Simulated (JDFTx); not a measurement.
System: Ti3Al(1 0 -1 0) (P6_3/mmc bulk; lattice of mp-1823, not re-optimised at this level), 1x1 cell of 12 atoms in 6 planes (Al/Ti outermost, slab composition Ti8Al4), area 26.62 Å² a face, 6.5 Å between the outermost planes in a cell 22.6 Å high; k mesh 6×4×1, Fermi width 0.01 Ha, no spin polarisation. Whether this polymorph is the ambient one wasn't checked. Neither spin polarisation nor a larger cell was tried.

Profiles through the double layer of this slab, charged, in soft-sphere model, water, 2 M NaCl; PBE, GBRV ultrasoft potentials, plane waves to 20/100 Ha, a modified build of JDFTx. z is the height above the outermost atoms, φ the plane-averaged electrostatic potential energy of an electron (zero in the bulk liquid), ρ_b the bound charge of solvent and ions, s the cavity shape function (0 in the solid, 1 in the liquid).

| z (Å) | n (e/Å³) | s | φ (eV) | ρ_b (10⁻³ e/Å³) |
|---|---|---|---|---|
| 0.93 | 0.0669 | 0.18 | -0.824 | -10.05 |
| 1.39 | 0.0332 | 0.39 | -0.049 | 3.43 |
| 1.85 | 0.0169 | 0.65 | 0.058 | 13.73 |
| 2.31 | 0.0082 | 0.88 | 0.041 | 8.84 |
| 2.77 | 0.0038 | 1.00 | 0.035 | 4.07 |
| 3.23 | 0.0017 | 1.00 | 0.029 | 1.86 |
| 3.69 | 0.0008 | 1.00 | 0.024 | 0.85 |
| 4.15 | 0.0003 | 1.00 | 0.020 | 0.39 |
| 4.61 | 0.0002 | 1.00 | 0.016 | 0.19 |
| 5.08 | 0.0001 | 1.00 | 0.013 | 0.09 |
| 5.54 | 0.0000 | 1.00 | 0.010 | 0.05 |
| 6.00 | 0.0000 | 1.00 | 0.008 | 0.03 |
| 6.46 | 0.0000 | 1.00 | 0.007 | 0.02 |
| 6.92 | 0.0000 | 1.00 | 0.006 | 0.01 |
| 7.38 | 0.0000 | 1.00 | 0.004 | 0.01 |
| 7.84 | 0.0000 | 1.00 | 0.004 | 0.01 |

### Question
Is the electrode positively or negatively charged, and roughly by how much?

### Answer
Negatively: σ = -16.4 μC/cm² per face. The liquid's bound charge is of the opposite sign overall, and far from the surface φ decays with the screening length (2.1 Å).
